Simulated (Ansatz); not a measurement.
A free-standing Janus 2H monolayer of TiSeTe, relaxed with r2SCAN in the plane-wave code Ansatz. In-plane lattice: a = 3.632 Å, b = 3.632 Å, γ = 120.0°; thickness between the outer nuclei 3.34 Å. Ti has 3 Se at 2.56 Å and 3 Te at 2.82 Å; Se has 3 Ti at 2.56 Å; Te has 3 Ti at 2.82 Å.

The axes x, y and z are those of this cell:
```yaml
crystal:
  lattice:
    - [3.63204, 0.00000, 0.00000]
    - [-1.81602, 3.14544, 0.00000]
    - [0.00000, 0.00000, 31.28143]
  atoms:
    - { symbol: Ti, position: [0.33333, 0.66667, 0.29219] }
    - { symbol: Se, position: [0.66667, 0.33333, 0.33889] }
    - { symbol: Te, position: [0.66667, 0.33333, 0.23205] }
```
Periodic in the plane only; c spans the vacuum.

Unstrained: With r2SCAN the valence top lies at Γ and the conduction bottom at Γ–M (0.84 of the way from Γ), 0.485 eV higher; the smallest vertical gap, at Γ–M (0.83 of the way from Γ), is 0.948 eV. With HSE06 the valence top lies at Γ and the conduction bottom at M, 0.939 eV higher; the smallest vertical gap, at M, is 1.426 eV. Meshes: r2SCAN 12×12×1, HSE06 6×6×1. Strains are changes of length per length, and xy shears are angles. After each strain the atoms were relaxed again with r2SCAN within the symmetry that the strain leaves, so tilts or polar shifts that break it weren't tested; points keep the names that they have in the unstrained zone. No spin polarisation and no zero-point or thermal motion; the cell was built from a prototype and may be hypothetical.

(1) Estimate what xy shear, engineering strain (angle) +2.5 % does to the gap.

(2) Apply uniaxial -5.0 % along y, other directions held. How far does the gap move, against the unstrained cell?

(3) Apply in-plane biaxial -0.5 %. How far does the gap move, against the unstrained cell?

(4) Estimate what in-plane biaxial -2.0 % does to the gap.

(5) Order the strained cells by their HSE06 gap, smallest first.
A. uniaxial -5.0 % along y, other directions held
B. in-plane biaxial -0.5 %
C. xy shear, engineering strain (angle) +2.5 %
D. in-plane biaxial -2.0 %

Results:

(1) r2SCAN: the gap goes from 0.485 to 0.380 eV (-0.105 eV); the edges go from Γ → Γ–M (0.84) to Γ → (0.424, -0.003, 0). HSE06: the gap goes from 0.939 to 0.836 eV (-0.103 eV). The r2SCAN energy rises by 1.9 meV an atom.

(2) r2SCAN: the gap goes from 0.485 to 0.043 eV (-0.442 eV); the edges go from Γ → Γ–M (0.84) to Γ → (0.427, 0.007, 0); so small a gap is at the limit of these settings. HSE06: the gap goes from 0.939 to 0.454 eV (-0.485 eV). The r2SCAN energy rises by 22.6 meV an atom.

(3) r2SCAN: the gap goes from 0.485 to 0.443 eV (-0.042 eV); the edges go from Γ → Γ–M (0.84) to Γ → Γ–M (0.83). HSE06: the gap goes from 0.939 to 0.888 eV (-0.051 eV). The r2SCAN energy rises by 0.6 meV an atom.

(4) r2SCAN: the gap goes from 0.485 to 0.308 eV (-0.177 eV). HSE06: the gap goes from 0.939 to 0.727 eV (-0.212 eV). The r2SCAN energy rises by 9.4 meV an atom.

(5) A (0.45 eV), D (0.73 eV), C (0.84 eV), B (0.89 eV).

No spin-orbit coupling is included; it can move band edges with weight on the heavy atoms by tenths of an eV.

Where an edge lies off the special points, it is a point of the mesh or the k point where a search put PBE's edge or least direct gap, reused for the other functionals, whose own edges may lie a little apart.

Coordinates of k points refer to the reciprocal vectors of the primitive cell of the runs.

The meshes of the hybrids are coarse, so their gaps aren't converged to the digits shown.
